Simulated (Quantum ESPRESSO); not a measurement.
Field gradients of Cs2LiScF6 from PBE PAW (JTH datasets; density from pw.x of a modified build of Quantum ESPRESSO, gradients reconstructed from it by a script), 22.5 Ha, k-mesh 5×5×5 through Γ:

```
CELL_PARAMETERS angstrom
      0.00000     4.39574     4.39574
      4.39574     0.00000     4.39574
      4.39574     4.39574     0.00000
ATOMIC_POSITIONS crystal
  Cs 0.75000 0.75000 0.75000
  Cs 0.25000 0.25000 0.25000
  Li 0.50000 0.50000 0.50000
  Sc 0.00000 0.00000 0.00000
  F  0.76533 0.23467 0.23467
  F  0.23467 0.76533 0.76533
  F  0.23467 0.76533 0.23467
  F  0.76533 0.23467 0.76533
  F  0.23467 0.23467 0.76533
  F  0.76533 0.76533 0.23467
```
The cell comes from the Materials Project (a computed structure). It is Cs2LiScF6 in Fm-3m; whether this form has been observed was not checked. Stability against distortions was not tested. The run has no spin polarisation.

Vzz is the sum of three terms, each taken along its main axis: the smooth valence density, the ions (nucleus and frozen core) with the augmentation charges of all other spheres, and the all-electron minus smooth density in the atom's own sphere. The split hangs on the datasets.  Cores are frozen. Against all-electron runs on small test molecules, this scheme's |Vzz| missed by −6 to +4 % (−29 % in KF) on F.

```csv
site,smooth valence density,ions and other spheres,own sphere,Vzz (a.u.)
"F (atoms 5, 6, 7, 8, 9, 10)",-0.154,0.231,(withheld),(withheld)
```

Q: Complete the blanks.

A: 
- F (atoms 5, 6, 7, 8, 9, 10), own sphere: 0.349
- F (atoms 5, 6, 7, 8, 9, 10), Vzz (a.u.): 0.426
